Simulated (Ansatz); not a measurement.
In the program Ansatz at the PBE level (PAW), AlN in the tetragonal phase (P4_2/mnm; Al on 4g, N on 4f) relaxes to a = 5.330 Å, c = 3.122 Å. Against the elements it lies at -1.33 eV/atom, with no fitted shifts.

It is gapped at this level: 3.73 eV (smallest direct gap 3.74 eV). The valence maximum lies on the M–Γ line, 88 % of the way from M and the conduction minimum at Γ. Electrons at the band edge weigh 0.31, 0.31, 0.34 mₑ (principal values). The hole mass is 0.47, 1.6, 3.8 mₑ (principal values).

The bulk modulus is 180 GPa.

The start of the workflow was typed in or built on a structure type; neither database checked (COD, Materials Project) lists it. It is not the phase usual at ambient conditions (space group No. 186, 216). The cell was relaxed with PBE under the symmetry of its start; its stability against distortions is not shown here. The references are the lowest solids computed at this level, not always the standard phases (solids in place of the gases).

Potentials: the later of the program's two PAW sets.
